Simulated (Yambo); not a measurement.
Material: LiBr (rock salt, space group Fm-3m, No. 225) under isotropic strain of +1 % on all lattice vectors; a = b = c = 3.8635 Å, α = β = γ = 60.00° (2 atoms in the cell). The PBEsol cell relaxed from Materials Project entry mp-23259 was given an isotropic strain of +1 % on all lattice vectors, and the atoms were relaxed again.

With PBEsol (Quantum ESPRESSO, PseudoDojo norm-conserving, 74 Ry, without SOC), the gap between the mesh's edge points (Γ → Γ) is 4.854 eV.

### Question
Estimate the G0W0 gap between the same points from Yambo (4×4×4 Γ-centred k mesh, bands 2 to 147 and a 14 Ry block in the screening, 147 bands in G with the Bruneval-Gonze terminator, plasmon pole fitted at 27.2 eV).

### Answer
The correction is 2.425 eV, giving 7.279 eV, 1.5 times the PBEsol value.  Convergence of the G0W0 settings was not tested. Spin-orbit splittings are left out.
